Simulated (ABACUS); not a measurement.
Consider a self-consistent single point of MgS (Fm-3m, 8 atoms in the cell; from Materials Project mp-1315, changed as shown).

```
CELL_PARAMETERS angstrom
      5.10462     0.00000     0.00000
      0.00000     5.10462     0.00000
      0.00000     0.00000     5.10462
ATOMIC_POSITIONS crystal
  Mg 0.00000 0.00000 0.00000
  Mg 0.00000 0.50000 0.50000
  Mg 0.50000 0.00000 0.50000
  Mg 0.50000 0.50000 0.00000
  S  0.50000 0.00000 0.00000
  S  0.50000 0.50000 0.50000
  S  0.00000 0.00000 0.50000
  S  0.00000 0.50000 0.00000
```

Level of theory: LDA (PW92), numerical atomic orbitals DZP (confined pseudo-atomic orbitals with Gaussian additions; energy shift 0.003 Ry), PseudoDojo 0.4 standard norm-conserving LDA (tails mended) pseudopotentials run with ABACUS.

ABACUS settings:

- basis: DZP numerical atomic orbitals, energy shift 0.003 Ry
- KPT: Gamma 6 6 6 0 0 0
- basis_type: lcao
- dft_functional: PWLDA
- ecutwfc: 100 Ry
- smearing_method: fd
- smearing_sigma: 0.00367493 Ry
- potentials: PseudoDojo 0.4 standard norm-conserving LDA (tails mended)
- symmetry: 1
- symmetry_prec: 1e-05
- ks_solver: genelpa
- scf_nmax: 100
- scf_thr: 1.0e-07
- mixing_type: broyden

Task: Estimate, at this level of theory: gap on the k-point mesh and pressure.

Result: The run gave:

| Item | Value |
|---|---|
| Gap on the k-point mesh | 2.58 eV |
| Pressure | 2.69 GPa |

The gap is read on the k-point mesh of the run and can differ from the gap over the whole zone at this level.

For comparison: a first run was changed to give this one (lattice scaled by 0.98), and from it to this one the free energy is nearly the same (within 1 meV/atom), the pressure goes from -2.20 to 2.69 GPa and the gap on the mesh goes from 2.470 to 2.579 eV.

The atom-centred basis is finite, which shifts total energies, pressures and gaps against plane waves. The structure comes from a collection of computed structures, made at another level of theory; the collection holds predicted forms beside known ones.

Cost on one core: roughly 13 core-seconds.

The atomic orbitals were generated for these runs; they are not ABACUS's published sets and were checked against plane waves on a few crystals only.

“Tails mended”: in these copies of the files the far tail of each local potential was reset to the Coulomb form.
